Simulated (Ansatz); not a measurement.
**Calculation log, BN (P6_3/mmc) (phonons)**

Level of theory: LDA, PAW on Ansatz 0.2.0's default frozen-core files (fitted under PBE), scalar-relativistic.

Cell and atoms were relaxed beforehand by PAW with this functional.

Command:

```sh
ansatz run input.yaml --threads 1 --pin off --max-ram 3072MiB --backend cpu --events-out ev --progress --plain --runs-dir out
```

Input:

```yaml
crystal:
  lattice:
    - [2.48894156164, 0.0, 0.0]
    - [-1.24447078082, 2.15548662092, 0.0]
    - [0.0, 0.0, 6.49448800732]
  atoms:
    - { symbol: B, position: [0.333333333333, 0.666666666667, 0.25] }
    - { symbol: B, position: [0.666666666667, 0.333333333333, 0.75] }
    - { symbol: "N", position: [0.333333333333, 0.666666666667, 0.75] }
    - { symbol: "N", position: [0.666666666667, 0.333333333333, 0.25] }
kpoints:
  mp_grid: { grid: [8, 8, 4] }
scf:
  occupations: { method: fixed }
hamiltonian:
  xc: lda
  pseudopotentials: { kind: paw }
phonons:
  method: dfpt
  dielectric: true
  rigid_motions: translations
```

The program printed:

```
Warning: RAYON_NUM_THREADS=1 ignored (pool sized by the plan → 1); use --threads N
Engine: ansatz 0.2.0, aarch64-unknown-linux-gnu
Pseudopotentials: kind: paw
Pseudopotential: B, paw, valence charge 3, recommended cutoff 420 eV (normal), B.paw.azcp
Pseudopotential: N, paw, valence charge 5, recommended cutoff 420 eV (normal), N.paw.azcp
Functional definition: SPW92
  exchange = slater_x
  correlation = pw_c
Crystal: 4 atoms, lattice volume = 34.842 Å³
Basis set: ecut = 420 eV, 663 PW (Γ), exchange–correlation on 36×36×96 points (8 copies of the dense FFT grid, shifted against one another)
Bands: 12, of which v1, the nominal top of the filled ones, is band 8 counted from 1 (7 counted from 0)
Symmetry: 24 space group operations
k-points: 78 of 256 (irreducible under 2 space group operations, time reversal used)
Non-local potential: B, projectors of the file, l = 0: 2, l = 1: 2, l = 2: 1
Non-local potential: N, projectors of the file, l = 0: 2, l = 1: 2, l = 2: 1
PAW form: soft (Blöchl's): semilocal exchange-correlation on the pseudo side does not see the compensation charge
[... 84 lines left out ...]
    site 3:
        -2.70671    0.00000    0.00000
        -0.00000   -2.70671    0.00000
         0.00000    0.00000   -0.80421
  Z* charge neutrality: 3.472e-3 e pre-enforcement
  solved inside a basis spanned on kpoints, on 8×8×4 k-points, its susceptibility summed on 18×18×6: ε∞ is read to err by 1.4e-2, Z* by 1.1e-2 e (field_mesh: kpoints solves on kpoints); Z* is corrected for what the basis lacks
  optical modes at Γ without the LO–TO term, one row a degenerate level:
      ω (cm⁻¹)  modes    IR ((D/Å)²/amu)
         49.95      2             0.0000
        112.13      1             0.0000
        751.69      1             4.8911
        810.78      1             0.0000
       1384.74      2             0.0000
       1384.77      2           110.8112
  optical modes at Γ + LO–TO along q̂ = [1.0000, 0.0000, 0.0000]:
      ω (cm⁻¹)  modes    IR ((D/Å)²/amu)
         49.95      2             0.0000
        112.13      1             0.0000
        751.69      1             4.8911
        810.78      1             0.0000
       1384.74      2             0.0000
       1384.77      1            55.4056
       1615.79      1            55.4056
  optical modes at Γ + LO–TO along q̂ = [0.0000, 1.0000, 0.0000]:
      ω (cm⁻¹)  modes    IR ((D/Å)²/amu)
         49.95      2             0.0000
        112.13      1             0.0000
        751.69      1             4.8911
        810.78      1             0.0000
       1384.74      2             0.0000
       1384.77      1            55.4056
       1615.79      1            55.4056
  optical modes at Γ + LO–TO along q̂ = [0.0000, 0.0000, 1.0000]:
      ω (cm⁻¹)  modes    IR ((D/Å)²/amu)
         49.95      2             0.0000
        112.13      1             0.0000
        810.78      1             0.0000
        818.56      1             4.8911
       1384.74      2             0.0000
       1384.77      2           110.8112
```

The run converged.

**Field response**

Linear response of an insulating crystal by Kohn-Sham DFT to a field and to zone-centre displacements, local fields included; Born charges neutralised; LO modes for wave vectors along x and z; Cartesian axes as in the input.

- Dielectric electronic (x, y, z): 4.893, 4.893, 2.852
- Dielectric static (x, y, z): 6.661, 6.661, 3.381
- Highest phonon with field along x: 1616 cm⁻¹
- Highest phonon with field along z: 1385 cm⁻¹
- Highest phonon without field: 1385 cm⁻¹

```
atom  born charge xx (e)  born charge yy (e)  born charge zz (e)
  B1               2.707               2.707               0.804
  B2               2.707               2.707               0.804
  N3              -2.707              -2.707              -0.804
  N4              -2.707              -2.707              -0.804
```

Known limits: frozen-core PAW files fitted under PBE, their cores solved anew for the functional of the run; no dispersion correction, so the spacing and stiffness between layers or molecules are poor; zone-boundary modes aren't tested.

Cost: 44 s on 1 thread of Arm Neoverse V1 (shared host), peak memory 0.41 GiB.
